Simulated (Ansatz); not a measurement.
Data:

AlNi:
```
AlNi
1.0
    0.00000     2.42884     2.42884
    2.42884     0.00000     2.42884
    2.42884     2.42884     0.00000
Ni Al
1 1
Direct
  0.00000   0.00000   0.00000
  0.50000   0.50000   0.50000
```

This is the PBE-relaxed structure.

Question: All from PBE (plane waves, PAW; program Ansatz), unless another level is named. Estimate the density of states at the Fermi level.

Answer: 0.37 states/eV per atom (mean over ±0.08 eV).

Question: Next, the formation energy from the elements (no fitted shifts)?

Answer: -0.028 eV/atom.

Space group Fm-3m (rock salt). The start of the workflow was typed in or built on a structure type; neither database checked (COD, Materials Project) lists it. It is not the phase usual at ambient conditions (space group No. 221). The PBE relaxation kept the symmetry of its start; whether a distortion lowers the energy is not shown. The workflow began spin-polarised and lost its moments. The references are the lowest solids computed at this level, not always the standard phases.

Potentials: the later of the program's two PAW sets.
